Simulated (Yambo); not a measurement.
Yambo run on MoS$_{2}$ (space group P6_3/mmc, No. 194). The wavefunctions come from this Quantum ESPRESSO step (PBEsol, PseudoDojo standard norm-conserving files, scalar-relativistic):

```
&CONTROL
  calculation = 'nscf'
  pseudo_dir = './pseudo'
  outdir = './out'
/
&SYSTEM
  ibrav = 0
  nat = 6
  ntyp = 2
  ecutwfc = 80.0
  ecutrho = 320.0
  occupations = 'fixed'
  force_symmorphic = .true.
  nbnd = 223
/
&ELECTRONS
  conv_thr = 6.000000000000001e-09
  diago_full_acc = .true.
  diago_thr_init = 1e-08
/
ATOMIC_SPECIES
S 32.0600 S.upf
Mo 95.9500 Mo.upf
CELL_PARAMETERS angstrom
  3.192240028000   0.000000000000   0.000000000000
 -1.596120014000   2.764560959000   0.000000000000
  0.000000000000   0.000000000000  13.378290000000
ATOMIC_POSITIONS crystal
S   0.666666667000   0.333333333000   0.633080000000
S   0.333333333000   0.666666667000   0.366920000000
S   0.333333333000   0.666666667000   0.133080000000
S   0.666666667000   0.333333333000   0.866920000000
Mo   0.666666667000   0.333333333000   0.250000000000
Mo   0.333333333000   0.666666667000   0.750000000000
K_POINTS automatic
6 6 1 0 0 0
```

Yambo input:

```
rim_cut
gw0
dyson
el_el_corr
HF_and_locXC
ppa
em1d
RandQpts= 1000000
RandGvec= 1 Ry
EXXRLvcs= 80 Ry
VXCRLvcs= 320 Ry
Chimod= "HARTREE"
% BndsRnXp
 3 | 221 |
%
NGsBlkXp= 8 Ry
% LongDrXp
 1.0 | 1.0 | 1.0 |
%
PPAPntXp= 27.2114 eV
% GbndRnge
 1 | 221 |
%
GTermKind= "BG"
DysSolver= "n"
ExtendOut
% QPkrange
 1 | 1 | 26 | 27 |
 4 | 4 | 26 | 27 |
 7 | 7 | 26 | 27 |
%
```

k points by index: 1 = Γ, 4 = M, 7 = K.

Resulting energies as the program prints them:

```
#    K-point    Band    Eo [eV]    E [eV]    E-Eo [eV]    Vxc [eV]    Vnlxc [eV]    Sc|Eo [eV]    Sc|E [eV]    dSc/dw|Eo [eV]    Re(Z)    Im(Z)
#
    1    26    0.000000    -0.117320    -0.117320    -16.14776    -16.88577    0.586933    0.620694    -7.827286    0.776608    -0.001399
    1    27    2.299322    2.596603    0.297281    -15.50659    -11.14590    -3.979041    -4.063410    -7.720107    0.778990    -0.001385
    4    26    -1.061518    -1.300823    -0.239304    -14.56820    -15.99477    1.120813    1.187265    -7.554119    0.782710    -0.001391
    4    27    1.773525    2.333099    0.559573    -18.45288    -13.52676    -4.202025    -4.366542    -7.998762    0.772825    -0.001407
    7    26    -0.421861    -0.461015    -0.039154    -16.39070    -16.84892    0.407925    0.419062    -7.731823    0.778729    -0.001378
    7    27    1.202901    1.675802    0.472901    -17.50005    -13.37717    -3.514545    -3.649974    -7.791412    0.777403    -0.001398
```
(The two width columns are left out.) Convergence of these settings isn't established.

Spin-orbit coupling is not included.

Geometry of the Materials Project entry, not relaxed at this level.

The distance between layers or molecules is the database entry's, not relaxed here. Functionals without dispersion can leave it too large, which widens gaps and weakens the response across layers: the numbers belong to this cell.
